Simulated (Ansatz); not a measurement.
A geometry of Hf away from equilibrium: the start of the relaxation of a relaxed Hf cell, doubled along one cell vector, shaken by Gaussian noise of σ = 0.08 Å a coordinate. The numbers are results of PBEsol (plane waves to 420 eV, PAW, scalar-relativistic; Ansatz, an electronic-structure program), not measurements. Γ-centred k-mesh 13×13×7 on the run's cell (coarser than for final values), Fermi–Dirac smearing 0.05 eV.

```xyz
2
Lattice="0.0000 2.2093 2.2093 2.2093 0.0000 2.2093 4.4185 4.4185 0.0000" Properties=species:S:1:pos:R:3:forces:R:3 pbc="T T T" free_energy=-31195.918 pressure_GPa=0.0
Hf     2.2254     2.3865     2.2383    0.1027   -0.0787   -0.0261
Hf     4.5151     4.5175     2.2241   -0.1027    0.0787    0.0261
```

Positions in Å, forces in eV/Å, free energy of the cell in eV (comparable only within this code, potentials and settings). Largest force: 0.13 eV/Å, on Hf1, Hf2 (atoms numbered as listed); the geometry lies under 0.01 eV/atom above the end of its relaxation.

No spin polarisation in the result.

The run could not lose the symmetry of its start: the end is stationary, and may be a saddle point rather than a minimum.

The end of the path is a generated cell of Hf: the first start was made by placing the elements on the sites of a structure type, and the end was not matched to a known phase here, so it may be hypothetical. Known forms of Hf include space group No. 194.
